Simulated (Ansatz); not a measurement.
One crystal and one scan (frozen-phonon scan) at two levels, PBE (plane waves to 420 eV, PAW, scalar-relativistic; Ansatz, a quantum-chemistry and plane-wave program) and r2SCAN (plane waves to 500 eV, PAW, scalar-relativistic; Ansatz), each from its own relaxed cell and on its own mesh. The cell shown is that of PBE.

Starting cell, Li (bcc, W type):

```yaml
crystal:
  lattice:
    - [-3.43479, 3.43479, 3.43479]
    - [0.00000, 0.00000, 3.43479]
    - [0.00000, 3.43479, 0.00000]
  atoms:
    - { symbol: Li, position: [0.00000, 0.00000, 0.00000] }
    - { symbol: Li, position: [0.50000, 0.00000, 0.00000] }
```

A phonon eigenvector at H = (0.5, 0.5, 0.5) is frozen into this cell: atom i moves by Q times the vector below, so Q is the largest atomic displacement, in Å. The cell is held. It is one choice among 3 degenerate patterns. (q is in reciprocal vectors of the primitive cell; the cell shown is doubled to hold the pattern.)

```csv
atom,x,y,z
Li1,0.000,0.000,-1.000
Li2,0.000,0.000,1.000
```

Li was relaxed with its symmetry unable to fall. The PAW data are Ansatz's earlier set. With partly filled bands, energies and forces of such displacements shift with the k mesh and the smearing. Percentages come from the unrounded values. Both scans cover Q from -0.100 to 0.100 Å.

```
quantity                                                                                    PBE  r2SCAN     PBE − r2SCAN
----------------------------------------------------------------------------------------  -----  ------  ---------------
Lattice constant a (Å)                                                                    3.435   3.476  -0.041 (-1.2 %)
Energy at Q = 0.100 Å (meV/cell)                                                           27.7    27.9      -0.2 (-1 %)
Harmonic wavenumber from the curvature (finite differences) (cm⁻¹ (negative: imaginary))    331     332      -1 (-0.3 %)
```

PBE gives the lower value for: lattice constant a. They agree on: energy at Q = 0.100 Å (within 1.5 %); harmonic wavenumber from the curvature (within 1.5 %). Both give the same space group of the distorted cell: P4/nmm (No. 129), lowered from Im-3m. Neither level is exact: the differences show how much the result hangs on the functional.

ΔE (meV/cell), each from the undisplaced structure of its own level:

```tsv
Q (Å)	PBE	r2SCAN
-0.100	27.7	27.9
-0.083	19.3	19.4
-0.067	12.4	12.5
-0.050	7.0	7.0
-0.033	3.1	3.1
-0.017	0.8	0.8
0.000	0.0	0.0
0.017	0.8	0.8
0.033	3.1	3.1
0.050	7.0	7.0
0.067	12.4	12.5
0.083	19.3	19.4
0.100	27.7	27.9
```

(A displaced cell: forces are minus the slopes of the energy, force constants its curvatures, and phonons follow from these.)
